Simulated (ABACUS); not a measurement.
ABACUS run on Ni3Ge (Pm-3m, 4 atoms in the cell; from Materials Project mp-21008, changed as shown): self-consistent single point.

Method: PBEsol, PseudoDojo 0.4 standard norm-conserving PBEsol (tails mended) pseudopotentials (plane waves; ABACUS).

The change in words: volume scaled by 1.02. Reference geometry (Pm-3m):
```yaml
crystal:
  lattice:
    - [3.53033, 0.00000, 0.00000]
    - [0.00000, 3.53033, 0.00000]
    - [0.00000, 0.00000, 3.53033]
  atoms:
    - { symbol: Ni, position: [0.50000, 0.00000, 0.50000] }
    - { symbol: Ni, position: [0.00000, 0.50000, 0.50000] }
    - { symbol: Ni, position: [0.50000, 0.50000, 0.00000] }
    - { symbol: Ge, position: [0.00000, 0.00000, 0.00000] }
```

Reference input (self-consistent single point, DFT, PBEsol, plane waves, PseudoDojo 0.4 standard norm-conserving PBEsol (tails mended) pseudopotentials): KPT = Gamma 7 7 7 0 0 0; basis_type = pw; dft_functional = PBESOL; ecutwfc = 98 Ry; smearing_method = fd; smearing_sigma = 0.00734986 Ry; potentials = PseudoDojo 0.4 standard norm-conserving PBEsol (tails mended); symmetry = 1; ks_solver = dav_subspace; scf_nmax = 100; scf_thr = 1.0e-09 Ry; mixing_type = pulay. This run's input differs from it in these lines:

```diff
@@ -28,5 +28,5 @@
 LATTICE_VECTORS
-   6.6713568296    0.0000000000    0.0000000000
-   0.0000000000    6.6713568296    0.0000000000
-   0.0000000000    0.0000000000    6.6713568296
+   6.7155405161    0.0000000000    0.0000000000
+   0.0000000000    6.7155405161    0.0000000000
+   0.0000000000    0.0000000000    6.7155405161
 
@@ -38,5 +38,5 @@
 3
-   1.7651650000    0.0000000000    1.7651650000
-   0.0000000000    1.7651650000    1.7651650000
-   1.7651650000    1.7651650000    0.0000000000
+   1.7768555000    0.0000000000    1.7768555000
+   0.0000000000    1.7768555000    1.7768555000
+   1.7768555000    1.7768555000    0.0000000000
```

Log, with long lists cut:

```
 SELF-CONSISTENT
 -------------------------------------------
                                 init_chg = atomic

 PW ALGORITHM --------------- ION=   1  ELEC=   1--------------------------------

 Notice: Threshold on eigenvalues was too large.

 Density error is 0.326773750592
                          Error Threshold = 0.000482806145465
 E_KohnSham     -1184.2424833625     -16112.4455874005
 E_Fermi        1.3371049730         18.1922464567

 PW ALGORITHM --------------- ION=   1  ELEC=   2--------------------------------

 Density error is 1.04436195331
                          Error Threshold = 0.000480549633224
   [... lines left out ...]

 Density error is 4.28156558574e-08
                          Error Threshold = 3.07465444787e-09
 E_KohnSham     -1184.4116826613     -16114.7476619621
 E_Fermi        1.3922599625         18.9426685876

 PW ALGORITHM --------------- ION=   1  ELEC=   7--------------------------------

 Density error is 8.02941367022e-10
                          Error Threshold = 6.29641997903e-11
 E_KohnSham     -1184.4116826663     -16114.7476620289
 E_KS(sigma->0) -1184.4092433685     -16114.7144736810
 E_entropy(-TS) -0.0048785954        -0.0663766958
 E_Fermi        1.3922554720         18.9426074902
 charge density convergence is achieved
 final etot is -16114.747662 eV
 EFERMI = 18.94260749 eV

 STATE ENERGY(eV) AND OCCUPATIONS    NSPIN == 1
   [... 41 lines left out ...]

 TOTAL-FORCE (eV/Angstrom)
                       Ni1         0.0000000000         0.0000000000         0.0000000000
                       Ni2         0.0000000000         0.0000000000         0.0000000000
                       Ni3         0.0000000000         0.0000000000         0.0000000000
                       Ge1         0.0000000000         0.0000000000         0.0000000000

 TOTAL-STRESS (KBAR)
       -48.2886410395         0.0000000000         0.0000000000
         0.0000000000       -48.2886410395         0.0000000000
         0.0000000000         0.0000000000       -48.2886410395
 TOTAL-PRESSURE: -48.288641 KBAR

 --------------------------------------------
 !FINAL_ETOT_IS -16114.7476620288853155 eV
 --------------------------------------------
```

The run converged in 7 iterations. Against the reference run the free energy goes up by 3.9 meV/atom and the pressure goes from -0.81 to -4.83 GPa.

The run has no spin polarisation, so moments on Ni cannot form. The structure comes from a collection of computed structures, made at another level of theory; the collection holds predicted forms beside known ones. No clean gap shows at this smearing width and mesh (spacing up to 0.25 Å⁻¹); the mesh is coarse for partly filled bands, so the values carry mesh errors.

Cost on one core: very roughly 90 core-seconds.

“Tails mended”: in these copies of the files the far tail of each local potential was reset to the Coulomb form.
